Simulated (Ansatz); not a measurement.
W:
```
CELL_PARAMETERS angstrom
      0.00000     3.65840     3.65840
      3.65840     0.00000     3.65840
      3.65840     3.65840     0.00000
ATOMIC_POSITIONS crystal
  W  0.75000 0.75000 0.75000
  W  0.50000 0.50000 0.50000
  W  0.12500 0.62500 0.12500
  W  0.12500 0.12500 0.12500
  W  0.62500 0.12500 0.12500
  W  0.12500 0.12500 0.62500
```

Relaxed with PBEsol. Special points in fractions of this cell's reciprocal vectors: Γ (0.000, 0.000, 0.000); X (0.500, 0.000, 0.500); U (0.625, 0.250, 0.625); K (0.375, 0.375, 0.750); L (0.500, 0.500, 0.500); W (0.500, 0.250, 0.750).

Question: List the band energies nearest the Fermi level at these points for DFT-PBEsol in the program Ansatz with PAW potentials.

Answer: In eV from the Fermi level; about four levels below and three above (degenerate sets whole), none deeper than 8.9 eV; points with the same levels are listed once.

```tsv
k	below	above
Γ	-1.12 -1.12 -1.12 -0.07 -0.07 -0.07	0.59 0.59 2.28
X	-1.82 -1.82 -0.68 -0.68	0.42 0.42 1.86 1.86
U	-1.84 -1.67 -1.02 -0.07	0.08 0.49 1.02
L	-1.68 -1.68 -1.33 -0.10 -0.10	0.55 0.71 0.71
W	-1.77 -1.77 -0.91 -0.91	0.61 0.61 1.48 1.48
```

Space group Fd-3m. The start of the workflow was typed in or built on a structure type; neither database checked (COD, Materials Project) lists it. It is not the phase usual at ambient conditions (space group No. 229). Symmetry was held in the PBEsol relaxation; its stability against distortions is not shown here. No spin polarisation was allowed. Spin–orbit coupling is left out wherever it is not named.

Potentials: the later of the program's two PAW sets.
